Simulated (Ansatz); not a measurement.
The relaxed structure here is a generated cell of Si2W: the first start was made by placing the elements on the sites of a structure type, and the end was not matched to a known phase here, so it may be hypothetical. Known forms of Si2W include space group No. 139.

A relaxed cell of Si$_{2}$W (P6mm (No. 183)), relaxed on a k-mesh at least as fine as the one used below. Computed with r2SCAN (plane waves to 500 eV, PAW, scalar-relativistic; Ansatz, an electronic-structure program). Γ-centred k-mesh 9×9×6 on the run's cell (coarser than for final values), Fermi–Dirac smearing 0.05 eV.

```
Si2W
1.0
    4.34380     0.00000     0.00000
   -2.17190     3.76184     0.00000
    0.00000     0.00000     5.23903
W Si
2 4
Direct
  0.00000   0.00000   0.44731
  0.00000   0.00000   0.94731
  0.66667   0.33333   0.30102
  0.66667   0.33333   0.80102
  0.33333   0.66667   0.30102
  0.33333   0.66667   0.80102
```

The atoms are displaced along an unstable phonon of this cell by (Å):

```tsv
atom	ux	uy	uz
W1	0.000	0.000	0.000
W2	0.000	0.000	0.000
Si3	0.000	0.000	-0.150
Si4	0.000	0.000	0.150
Si5	0.000	0.000	0.150
Si6	0.000	0.000	-0.150
```

What forces (eV/Å) and pressure result?


| atom | Fx | Fy | Fz |
|---|---|---|---|
| W1 | 0.00 | 0.00 | -0.09 |
| W2 | 0.00 | 0.00 | -0.09 |
| Si3 | 0.00 | 0.00 | 0.66 |
| Si4 | 0.00 | 0.00 | -0.56 |
| Si5 | 0.00 | 0.00 | -0.56 |
| Si6 | 0.00 | 0.00 | 0.66 |

Pressure +3.0 GPa.

No spin polarisation in the result.

The run that gave the undisplaced cell could not lose the symmetry of its start: the end is stationary, and may be a saddle point rather than a minimum.
